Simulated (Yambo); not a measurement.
Yambo run on BeSe (zinc blende, space group F-43m, No. 216). The wavefunctions are PBE (stringent potentials; pw.x of Quantum ESPRESSO, ONCV potentials, no spin-orbit coupling) ones on a 4×4×4 mesh (14 occupied bands); a = b = c = 3.6276 Å, α = β = γ = 60.00°.

Yambo input:

```
rim_cut
HF_and_locXC
RandQpts= 1000000
RandGvec= 1 Ry
EXXRLvcs= 106 Ry
VXCRLvcs= 424 Ry
% QPkrange
 1 | 1 | 14 | 15 |
 3 | 3 | 14 | 15 |
 7 | 7 | 14 | 15 |
 8 | 8 | 14 | 15 |
%
```

k points by index: 1 = Γ, 3 = L, 7 = X, 8 = W.

Table of the .hf output:

```
#    K-point    Band    Eo [eV]    Ehf [eV]    Vxc [eV]    Vnlxc [eV]
#
    1    14    0.000000    -2.357855    -14.80791    -17.16577
    1    15    4.431836    9.183516    -12.47505    -7.723374
    3    14    -1.086788    -3.799107    -14.07731    -16.78963
    3    15    4.376413    9.074153    -11.67286    -6.975117
    7    14    -2.681502    -5.984586    -13.10960    -16.41269
    7    15    2.618285    6.662556    -9.414475    -5.370203
    8    14    -3.328184    -6.641848    -12.25144    -15.56511
    8    15    6.164655    10.73308    -10.96432    -6.395900
```
Exchange alone, without screening.

Geometry relaxed with PBEsol.
